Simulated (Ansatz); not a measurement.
Cs$_{2}$CaBr$_{4}$:
```yaml
crystal:
  lattice:
    - [-2.83621, 2.83621, 9.05321]
    - [2.83621, -2.83621, 9.05321]
    - [2.83621, 2.83621, -9.05321]
  atoms:
    - { symbol: Cs, position: [0.35815, 0.35815, 0.00000] }
    - { symbol: Cs, position: [0.64185, 0.64185, 0.00000] }
    - { symbol: Ca, position: [0.00000, 0.00000, 0.00000] }
    - { symbol: Br, position: [0.15933, 0.15933, 0.00000] }
    - { symbol: Br, position: [0.84067, 0.84067, 0.00000] }
    - { symbol: Br, position: [0.50000, 0.00000, 0.50000] }
    - { symbol: Br, position: [0.00000, 0.50000, 0.50000] }
```

Relaxed with r²SCAN.

Problem. Map the electron localisation function on the plane through (0.358, 0.358, 0.000) spanned by u = [1, 1, 0] and v = [1, -1, 0] in lattice vectors, from the program Ansatz at the r²SCAN level (PAW).

Solution. x is the fraction of u, y of v (the angle between them is 90°; rows are the nearest grid lines); atoms in the plane: Cs at (0.00, 0.00), Cs at (0.50, 0.50), Cs at (0.28, 0.00), Cs at (0.78, 0.50), Ca at (0.14, 0.50), Ca at (0.64, 0.00), Br at (0.30, 0.50), Br at (0.80, 0.00), Br at (0.48, 0.00), Br at (0.98, 0.50).
```
|0398100069800990496098089892593029706930|
|2797000059935980399198079991597179705972|
|7996000039988980399797059980599799604997|
|9981000006999950289985003410389998502899|
|7620000000577400057851000000047876200367|
|0000000000000000001100000000000111000000|
|0000000000000000000000000000000000000000|
|4200000000145541000120000000012200003554|
|8730000001689873006985000000389972017898|
|9970278404899996039999400001899996028999|
|8970599805997996049999600003998898039978|
|0980898915940397069559810006980198049700|
|0980898915940397069559810006980198049700|
|8970599805997996049999600003998898039978|
|9970278404899996039999400001899996028999|
|8730000001689873006985000000389972017898|
|4200000000145541000120000000012200003554|
|0000000000000000000000000000000000000000|
|0000000000000000001100000000000111000000|
|7620000000577400057851000000047876200367|
|9981000006999950289985003410389998502899|
|7996000039988980399797059980599799604997|
|2797000059935980399198079991597179705972|
|0398100069800990496098089892593029706930|
```
Scale: ten equal steps from 0.000 (start of '0') to 0.900 (end of '9'), in the order '0123456789'; x runs from 0.000 to 1.00, y from 0.000 (bottom) to 1.00 (top).

The density is the valence pseudo-density with augmentation charge, so density and ELF within about 1 Å of a nucleus are not all-electron values.

Space group I4/mmm. The workflow started from a Materials Project entry (that database holds measured and hypothetical structures alike); the Crystallography Open Database copy checked does not list it. Its standing as an ambient phase is unchecked. Symmetry was held in the r²SCAN relaxation; its stability against distortions is not shown here. Scalar-relativistic: spin–orbit coupling is off unless named, which matters more the heavier the elements.

Potentials: the later of the program's two PAW sets.
